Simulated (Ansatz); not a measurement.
A scan (energy against volume; even scaling of the relaxed cell, symmetry kept) gave these values. Level of theory: PBEsol (plane waves to 420 eV, PAW, scalar-relativistic; Ansatz, an electronic-structure program).

Bulk modulus B₀ (third-order Birch-Murnaghan fit): 207 GPa
Pressure derivative B₀′ (fit): 3.9
Equilibrium volume of the fit: 17.66 Å³/atom

Question: Of these crystals, all scanned alike, which one is it?
(A) Ta (bcc, W type)
(B) GaP (zinc blende)
(C) MgSe (rock salt)

Answer: A, Ta (bcc, W type). The others have, for the bulk modulus: GaP 84.9 GPa, MgSe 64.7 GPa

All were relaxed with their symmetry unable to fall. Spin-orbit coupling is left out. Ta is run without spin polarisation. On this mesh the relaxed cell isn't quite at rest: it carries a pressure of -0.2 GPa (compression positive) at the zero of the scan.

(Under strain, the slope of the energy per volume gives the stress and its curvature an elastic modulus.)
